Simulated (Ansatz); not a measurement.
Input file for Ansatz (an electronic-structure program):

Ansatz 0.2 input:
```yaml
crystal:
  lattice:
    - [2.2611981493, 0.0, 0.0]
    - [-1.1305990747, 1.9582550403, 0.0]
    - [0.0, 0.0, 3.5685571723]
  atoms:
    - { symbol: Be, position: [0.3333333333, 0.6666666667, 0.75] }
    - { symbol: Be, position: [0.6666666667, 0.3333333333, 0.25] }
kpoints:
  mp_grid: { grid: [21, 21, 12] }
hamiltonian:
  xc: r2scan
  pseudopotentials: { azcp: { folder: ./paw }, kind: paw }
scf:
  occupations: { method: gaussian, width: 0.1 }
checkpoint: { read: metal.run }
output: { write_density: true, elf: true, volumetric_format: npy }
basis: { fft_grid_basis: typed }
```

Output (shortened):

```
Pseudopotential: Be, paw, valence charge 2
Functional definition: r2SCAN
Crystal: 2 atoms, lattice volume = 15.802 Å³
Basis set: ecut = 500 eV, 391 PW (Γ), exchange–correlation on 72×72×108 points (64 copies of the dense FFT grid, shifted against one another)
Bands: 10, of which v1, the nominal top of the filled ones, is band 2 counted from 1 (1 counted from 0)
Symmetry: 24 space group operations
Space group: P63/mmc (ITA 194), of the structure as read, at distance tolerance 2.5e-5 Å
k-points: 336 of 5292
Stability of the state it starts from, as read at its close in the unpolarized treatment …
iter 1 solved again at ethr=2.94e-9 eV; its pass at ethr=3.10e-3 eV (dr2=1.18e-7 eV) is discarded
SCF iter   1: F=—  HF=-186.672624 eV  |F-HF|=—  |Δ(HF+E_count)|=         —  Δρ=2.84e-8  dr2=8.29e-14  dr2_τ=1.02e-15  ethr=2.94e-9  ⟨swp⟩=3.2  Hψ=30768  notcnv=0
preconditioner: auto → none
SCF iter   2: F=-186.672624 eV  HF=-186.672624 eV  |F-HF|=1.71e-13  |Δ(HF+E_count)|=  9.96e-11  Δρ=2.33e-8  dr2=5.69e-14  dr2_τ=1.85e-15  ethr=1.00e-12  ⟨swp⟩=3.6  Hψ=12237  notcnv=0
SCF 1 converged in 2 iterations: F = -186.672624 eV  dr2 = 5.69e-14
SCF converged after 2 iterations
Free energy (F): -186.672624 eV
Harris-Foulkes:  -186.672624 eV  (|F-HF|=1.71e-13)
Internal energy: -186.671102 eV  (E = F + TS)
E sigma→0 (E₀):  -186.671863 eV
Entropy (-TS):   -0.001522 eV (-0.761 meV/atom)
Fermi energy:    8.273356 eV
--- Per-component energies (eV) ---
  E_band       = 11.146196
  E_kinetic    = 42.397495
  E_local      = 6.998607  (includes V_loc(G=0)·N_el)
  E_nonlocal   = 7.201294
  E_hartree    = 0.085944
  E_xc         = -38.968183
  E_vxc        = -44.507039  (∫ρ·V_xc dr)
  E_paw        = -120.852731  (= ΣΔE_a)
  E_vpaw       = -2.875787  (= ΣTr[D̂ρ^β])
  E_aug_tail   =  0.000000  (compensation charges beyond the density's cutoff)
  E_vtau       = 1.759739  (kinetic-family band-sum trace: ∫τ·v_τ [+ j·A + Jᵃ·Aᵃ] dr)
  E_ewald      = -83.509473
  E_core_change = -0.024054  (= ΣΔE_core)
  E_smearing   = -0.001522  (= −TS)
  E_closure    = 0.000000  (closes the sum)
  Σ components = -186.672624   (vs F -186.672624, Δ=0.00e0)
  [band-id]    e_kinetic+e_local+e_nonlocal+2·e_hartree+e_vxc+e_vpaw+e_augmentation_tail+e_vtau = 11.146196   (vs E_band 11.146196, Δ=3.38e-8)
--- Band table (eV; the first three rows and the last of 336) ---
  k-point 0: bands = ["-4.0143", "3.4552", "9.2451", "25.6466", "25.6466", "28.6843", "28.6843", "30.9252", "36.6866", "38.1470"]
  k-point 1: bands = ["-3.9493", "3.0588", "9.7909", "25.7064", "25.7064", "28.6702", "28.6702", "30.3596", "37.0408", "37.8660"]
  k-point 2: bands = ["-3.7544", "2.1571", "11.1394", "25.8831", "25.8831", "28.6148", "28.6148", "28.8812", "37.2634", "37.2634"]
  k-point 335: bands = ["7.0728", "7.0728", "8.5441", "8.5441", "14.8708", "14.8708", "25.8565", "25.8565", "33.7002", "33.7002"]
```

Cost: very roughly 2.3 core-seconds on shared cores.

Space group P6_3/mmc (hcp (Mg type)). Symmetry was held in the r²SCAN relaxation; of distortions, only those at the zone centre were tested.

Potentials: the earlier of the program's two PAW sets.

Ansatz is a plane-wave DFT program.
